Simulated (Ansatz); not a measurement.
C:
```cif
data_C4
_chemical_formula_sum 'C4'
_space_group_name_H-M_alt 'P63/mmc'
_space_group_IT_number 194
_space_group_name_Hall '-P 6c 2c'
_cell_length_a 2.45312
_cell_length_b 2.45312
_cell_length_c 6.76932
_cell_angle_alpha 90.000
_cell_angle_beta 90.000
_cell_angle_gamma 120.000
loop_
_atom_site_label
_atom_site_type_symbol
_atom_site_symmetry_multiplicity
_atom_site_Wyckoff_symbol
_atom_site_fract_x
_atom_site_fract_y
_atom_site_fract_z
_atom_site_occupancy
C1 C 2 b 0.00000 0.00000 0.25000 1
C2 C 2 c 0.33333 0.66667 0.25000 1
```

Relaxed at zero pressure with r²SCAN+D4 (plane waves, PAW; program Ansatz).

### Question
The volume is lowered by 9 % and shape and atoms relax at that volume. What pressure results, and how do the axes share the change?

### Answer
5.1 GPa; a -0.4 %, b -0.4 %, c -8.3 %; the energy rises by 11 meV/atom.

### Question
Give the new structure.

### Answer

Space group P6₃/mmc (No. 194); a = b = 2.4434 Å, c = 6.2092 Å, α = β = 90.00°, γ = 120.00°

```csv
atom,site,symmetry,x,y,z
C,2b,-6m2,0.0000,0.0000,0.2500
C,2c,-6m2,0.3333,0.6667,0.2500
```

The phase is kept; no other phase was compared at this pressure.

Space group P6_3/mmc (graphite). The cell was relaxed with r²SCAN+D4 under the symmetry of its start; of distortions, only those at the zone centre were tested.

Potentials: the later of the program's two PAW sets.
